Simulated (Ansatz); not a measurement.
With DFT-r²SCAN in the program Ansatz with PAW potentials, Sn in the β-Sn type structure (I4_1/amd) relaxes to a = 5.858 Å, c = 3.215 Å.

Electronic character: metallic (no gap).

Symmetry was held in the r²SCAN relaxation. Axis ratios of metals converge slowly with the k-mesh, so a and c are less sure than the volume. Scalar-relativistic: spin–orbit coupling is off unless named, which matters more the heavier the elements.

Potentials: the later of the program's two PAW sets.
